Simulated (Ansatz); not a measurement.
FePt:
```cif
data_FePt
_chemical_formula_sum 'Fe1 Pt1'
_space_group_name_H-M_alt 'P4/mmm'
_space_group_IT_number 123
_space_group_name_Hall '-P 4 2'
_cell_length_a 2.73016
_cell_length_b 2.73016
_cell_length_c 3.72988
_cell_angle_alpha 90.000
_cell_angle_beta 90.000
_cell_angle_gamma 90.000
loop_
_atom_site_label
_atom_site_type_symbol
_atom_site_symmetry_multiplicity
_atom_site_Wyckoff_symbol
_atom_site_fract_x
_atom_site_fract_y
_atom_site_fract_z
_atom_site_occupancy
Fe1 Fe 1 d 0.50000 0.50000 0.50000 1
Pt1 Pt 1 a 0.00000 0.00000 0.00000 1
```
The run is spin-polarised.

Relaxed at zero pressure with DFT-r²SCAN in the program Ansatz with PAW potentials.

Problem. The volume is lowered by 9 % and shape and atoms relax at that volume. What pressure results, and how do the axes share the change?

Solution. 25.9 GPa; a -3.0 %, b -3.0 %, c -3.2 %; the energy rises by 93 meV/atom.

Problem. Give the new structure.

Solution. 
Space group P4/mmm (No. 123); a = 2.6471 Å, b = 2.6471 Å, c = 3.6104 Å, α = 90.00°, β = 90.00°, γ = 90.00°

```csv
atom,site,symmetry,x,y,z
Fe,1d,4/mmm,0.5000,0.5000,0.5000
Pt,1a,4/mmm,0.0000,0.0000,0.0000
```

The phase is kept; no other phase was compared at this pressure.

The r²SCAN relaxation kept the symmetry of its start. Spin order of the final state: ferromagnetic, chosen from 5 collinear starts compared on coarse meshes (ties went to the first, and starts can fall back to one state), not a proven ground state. Textbook magnetic order: ferromagnetic. Other orbital occupations within this spin state were not tried. Axis ratios of metals converge slowly with the k-mesh, so a and c are less sure than the volume. Scalar-relativistic: spin–orbit coupling is off unless named, which matters more the heavier the elements.

Potentials: the later of the program's two PAW sets.
